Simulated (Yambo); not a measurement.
Yambo run on YOF (space group P4/nmm, No. 129). The wavefunctions come from this Quantum ESPRESSO step (PBEsol, PseudoDojo standard norm-conserving files, fully relativistic):

```
&CONTROL
  calculation = 'nscf'
  pseudo_dir = './pseudo'
  outdir = './out'
/
&SYSTEM
  ibrav = 0
  nat = 6
  ntyp = 3
  ecutwfc = 84.0
  ecutrho = 336.0
  occupations = 'fixed'
  force_symmorphic = .true.
  nbnd = 193
  noncolin = .true.
  lspinorb = .true.
/
&ELECTRONS
  conv_thr = 6.000000000000001e-09
  diago_full_acc = .true.
  diago_thr_init = 1e-08
/
ATOMIC_SPECIES
O 15.9990 O.upf
F 18.9984 F.upf
Y 88.9058 Y.upf
CELL_PARAMETERS angstrom
  3.832270000000   0.000000000000   0.000000000000
  0.000000000000   3.832270000000   0.000000000000
  0.000000000000   0.000000000000   5.446660000000
ATOMIC_POSITIONS crystal
O   0.000000000000   0.000000000000   0.500000000000
O   0.500000000000   0.500000000000   0.500000000000
F   0.500000000000   0.500000000000   0.000000000000
F   0.000000000000   0.000000000000   0.000000000000
Y   0.500000000000   0.000000000000   0.711480000000
Y   0.000000000000   0.500000000000   0.288520000000
K_POINTS automatic
4 4 2 0 0 0
```

Yambo input:

```
rim_cut
gw0
dyson
el_el_corr
HF_and_locXC
ppa
em1d
RandQpts= 1000000
RandGvec= 1 Ry
EXXRLvcs= 84 Ry
VXCRLvcs= 336 Ry
Chimod= "HARTREE"
% BndsRnXp
 1 | 192 |
%
NGsBlkXp= 6 Ry
% LongDrXp
 1.0 | 1.0 | 1.0 |
%
PPAPntXp= 27.2114 eV
% GbndRnge
 1 | 192 |
%
GTermKind= "BG"
DysSolver= "n"
ExtendOut
% QPkrange
 1 | 1 | 46 | 50 |
 2 | 2 | 48 | 49 |
 5 | 5 | 48 | 49 |
 6 | 6 | 48 | 49 |
 8 | 8 | 48 | 49 |
 11 | 11 | 48 | 49 |
 12 | 12 | 48 | 49 |
%
```

k points by index: 1 = Γ, 2 = Z, 5 = X, 6 = R, 8 = (0.25, 0.25, -0.5), 11 = M, 12 = A.

The o-*.qp file then holds:

```
#    K-point    Band    Eo [eV]    E [eV]    E-Eo [eV]    Vxc [eV]    Vnlxc [eV]    Sc|Eo [eV]    Sc|E [eV]    dSc/dw|Eo [eV]    Re(Z)    Im(Z)
#
    1    46    -0.267431    -1.064224    -0.796793    -19.28076    -24.48177    4.208997    4.404223    -6.666280    0.803223    -0.001112
    1    47    -0.227205    -1.019963    -0.792758    -19.27052    -24.43419    4.177174    4.370909    -6.649068    0.803632    -0.001109
    1    48    -0.227205    -1.019963    -0.792758    -19.27052    -24.43419    4.177174    4.370909    -6.649069    0.803632    -0.001109
    1    49    4.954737    5.777752    0.823015    -10.29728    -5.649329    -3.698886    -3.824934    -4.167129    0.867197    -0.779857E-3
    1    50    4.954737    5.777752    0.823015    -10.29728    -5.649329    -3.698886    -3.824934    -4.167129    0.867197    -0.779857E-3
    2    48    -0.106906    -0.903201    -0.796295    -19.62671    -24.86330    4.245146    4.440290    -6.667658    0.803191    -0.001105
    2    49    5.643051    7.091593    1.448542    -12.63196    -7.001376    -3.940885    -4.182046    -4.530012    0.857283    -0.853163E-3
    5    48    -0.692466    -1.648797    -0.956331    -19.51904    -25.13014    4.418286    4.654771    -6.728127    0.801760    -0.001142
    5    49    5.507505    6.873877    1.366372    -12.46229    -7.051151    -3.817704    -4.044767    -4.521677    0.857508    -0.845192E-3
    6    48    -1.012986    -1.971204    -0.958218    -18.65123    -24.17342    4.326079    4.563972    -6.754859    0.801129    -0.001139
    6    49    6.325284    7.988596    1.663312    -13.33945    -7.163302    -4.223699    -4.512832    -4.729870    0.851919    -0.895974E-3
    8    48    0.000000    -0.771882    -0.771882    -19.75324    -24.97208    4.257330    4.446958    -6.684111    0.802801    -0.001103
    8    49    5.471036    6.844292    1.373256    -12.42336    -7.025348    -3.794888    -4.024752    -4.554522    0.856621    -0.843847E-3
    11    48    -0.320220    -1.095818    -0.775598    -19.53886    -24.77432    4.268386    4.459868    -6.717088    0.802021    -0.001119
    11    49    5.120833    6.499885    1.379052    -13.11807    -7.904474    -3.594318    -3.834545    -4.739857    0.851653    -0.868610E-3
    12    48    -0.351073    -1.123209    -0.772136    -19.43201    -24.64829    4.253497    4.444145    -6.717826    0.802003    -0.001120
    12    49    5.526823    6.958965    1.432142    -13.42522    -8.091912    -3.646750    -3.901170    -4.833810    0.849156    -0.884539E-3
```
(The two width columns are left out.) Convergence of these settings isn't established.

Geometry of the Materials Project entry, not relaxed at this level.

The structure is a Materials Project entry; no match was found in the copy of COD used, and its stability was not checked.
